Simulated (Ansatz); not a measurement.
# What DFT gives for SnSe₂

```
CELL_PARAMETERS angstrom
5.15082 0.00000 0.00000
-2.57541 4.46075 0.00000
0.00000 0.00000 6.30984
ATOMIC_POSITIONS crystal
Se 0.33330 0.66670 0.75000
Se 0.66660 0.33330 0.25000
Sn 0.33330 0.66670 0.25000
Sn 0.66660 0.33330 0.75000
Se 0.00000 0.00000 0.00000
Se 0.00000 0.00000 0.50000
```

The numbers come from plane-wave PAW DFT (Ansatz): r2SCAN, no spin polarisation, 500 eV, 8×8×6 Γ-centred k points, fermi-dirac occupations (width 0.1 eV). Nothing was relaxed.

- Contacts: Se–Sn at 2.97 Å: least valence density 0.25 e/Å³ and ELF 0.43 there. Se–Se at 3.15 Å: least valence density 0.17 e/Å³ and ELF 0.29 there. These are pseudo-fields; inside the PAW spheres they differ from the all-electron ones.
- Electronic structure: It is a metal, with about 4.6 states/eV a cell as the mean within 0.25 eV of the Fermi level, mostly Se p (85 %).
- Stress: The pressure is -2.3 GPa (compression positive), so with the atoms held at these fractions the cell would first shrink. The principal stresses -6.1, -0.4, -0.4 GPa differ, so its shape would change too.
- Charges: Bader charges in e: Sn +1.01, Se -0.56 to -0.46. In the mean Sn gives up most and Se takes most.

Origin: a known structure type with other elements, at an estimated volume, so it need not be a known compound. Caveats: many states at the Fermi level without spin polarisation, so a magnetic state may lie lower.
